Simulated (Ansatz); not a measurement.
FeSi (FeSi type, space group P2_13)

```xyz
8
Lattice="4.4313 0.0000 0.0000 0.0000 4.4313 0.0000 0.0000 0.0000 4.4313" Properties=species:S:1:pos:R:3 pbc="T T T"
Fe     0.6163     0.6163     0.6163
Fe     2.8320     1.5993     3.8150
Fe     3.8150     2.8320     1.5993
Fe     1.5993     3.8150     2.8320
Si     3.7441     3.7441     3.7441
Si     1.5285     2.9028     0.6872
Si     0.6872     1.5285     2.9028
Si     2.9028     0.6872     1.5285
```

E(V) scan at fixed shape, V₀ the volume above. The atoms relax within the cell's symmetry.

All values below come from r2SCAN (plane waves to 500 eV, PAW, scalar-relativistic; Ansatz, a quantum-chemistry and plane-wave program). k mesh 11×11×11 (Γ-centred), Fermi-Dirac smearing 0.05 eV. Energies are smeared free energies. Compression counts positive. The magnetic moment jumps within the scan, so the points may not all belong to one state, and nothing is fitted. FeSi was relaxed with its symmetry unable to fall. Relaxed FeSi ends ferromagnetic. Other magnetic orders were not checked, so this need not be the ground state. The zero of ΔE is the relaxed starting cell.

| V (Å³/atom) | P (GPa) | ΔE (meV/atom) | moment (μB/cell) |
|---|---|---|---|
| 9.137 | 54.1 | 228 | 0.00 |
| 9.485 | ? | 129 | 0.00 |
| 9.833 | 28.7 | 85 | 3.85 |
| 10.181 | 17.5 | 36 | 4.02 |
| 10.529 | 7.9 | 8 | 4.09 |
| 10.877 | 0.0 | 0 | 4.16 |
| 11.225 | ? | 7 | 4.28 |
| 11.573 | -11.5 | ? | 4.45 |
| 11.921 | -14.8 | 56 | 4.93 |
| 12.269 | -16.6 | 90 | 5.77 |
| 12.617 | -18.5 | 128 | 6.31 |

Problem. What belongs in the gaps?

Solution. 
- 9.485, P (GPa): 37.7
- 11.225, P (GPa): -6.4
- 11.573, ΔE (meV/atom): 27

(Under strain, the slope of the energy per volume gives the stress and its curvature an elastic modulus.)
